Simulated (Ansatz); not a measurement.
TaAs in space group I4_1md (No. 109; Ta on 4a, As on 4a), DFT-PBEsol in the program Ansatz with PAW potentials, all energies at zero smearing, with the estimated change up to a 700 eV cutoff added, with one set of potentials and settings (totals compare only within such a set). Cell of 4 atoms (2 Ta, 2 As): -29243.335 eV.

```csv
element,reference phase,E (eV/atom)
Ta,"Im-3m, 1 atoms in the cell",-9807.4091
As,"R-3m, 2 atoms in the cell",-4813.0298
```

Formation energy per atom, worked out: (-29243.335 − 2×(-9807.4091) − 2×(-4813.0298))/4 = -0.614 eV/atom (-59 kJ per mol of atoms), at 0 K, without zero-point energy or fitted corrections.

Symmetry was held in the PBEsol relaxation. The run is not spin-polarised. The references are the lowest solids computed at this level, not always the standard phases. Scalar-relativistic: spin–orbit coupling is off unless named, which matters more the heavier the elements.

Potentials: the earlier of the program's two PAW sets. The files were generated under PBE; for other functionals the program regenerates the frozen cores, and for LDA and PBEsol the local potential too.
